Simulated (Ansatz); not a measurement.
Generalised stacking fault of CdS (zinc blende) on the {111} plane, shuffle cut. The cell below holds the perfect crystal with the plane normal along z; tilting its third vector by the shift puts one fault into each cell, between planes 2.57 Å apart, at fixed cell height.

```
CdS
1.0
    4.19109     0.00000     0.00000
    2.09555     3.62959     0.00000
    0.00000     0.00000    10.26603
S Cd
3 3
Cartesian
  4.19109   2.41973   8.98278
  2.09555   1.20986   2.13876
  0.00000   0.00000   5.56077
  0.00000   0.00000   8.12728
  4.19109   2.41973   1.28325
  2.09555   1.20986   4.70526
```

In-plane vectors a = (4.191, 0.000) Å, b = (2.096, 3.630) Å, area 15.21 Å². The shift is s times the vector a + b (length 7.259 Å), so s = 1 restores the start. Atoms relax along the normal only. γ = [E(shift) − E(0)] / area.

These are PBE (plane waves to 420 eV, PAW, scalar-relativistic; Ansatz, a first-principles code) values and carry that method's errors. k mesh 8×8×3 (Γ-centred), Fermi-Dirac smearing 0.05 eV. E is the zero-smearing estimate. Stress and pressure are positive under compression. Faults lie only 10.3 Å apart, and holding the cell height raises γ above its relaxed value. CdS was relaxed with its symmetry unable to fall. The PAW data are Ansatz's earlier set. The zero of γ is zero shift.

### Question
Predict the γ (meV/Å²) and σ normal to the fault (GPa) at s = 0.083, 0.167, 0.250, 0.500, 0.750, 0.833.

### Answer
```
s      γ (meV/Å²)  σ normal to the fault (GPa)
-----  ----------  ---------------------------
0.083         4.6                         -0.2
0.167        19.8                         -0.3
0.250        41.2                          0.4
0.500        34.5                         -0.7
0.750        26.6                         -1.8
0.833        14.5                         -1.0
```

(The slope of γ gives the shear force per area between the displaced halves; near zero shift its curvature is an elastic stiffness.)
